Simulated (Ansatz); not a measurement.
RuFI, RuClI, RuBrI: one prototype (Janus 2H monolayer), with F, Cl, Br on the same site. Each was relaxed with r2SCAN in the PAW code Ansatz, and the gaps are read on those cells (d direct, i indirect). The cells were built from prototypes, so some may not be known phases; spin polarisation is off.

Q: Order them by the HSE06 gap, smallest first (an overlap counts as negative).
A. RuClI
B. RuBrI
C. RuFI

A: B (1.72 eV), A (1.82 eV), C (2.17 eV).

Q: And by the lattice length a, shortest first.
A. RuBrI
B. RuFI
C. RuClI

A: B (3.637 Å), C (3.696 Å), A (3.739 Å).

No spin-orbit coupling is included; it can move band edges with weight on the heavy atoms by tenths of an eV.

The meshes of the hybrids are coarse, so their gaps aren't converged to the digits shown.

For some runs the program warns that the potential is rough where the density is thin, which bears on the empty states there.
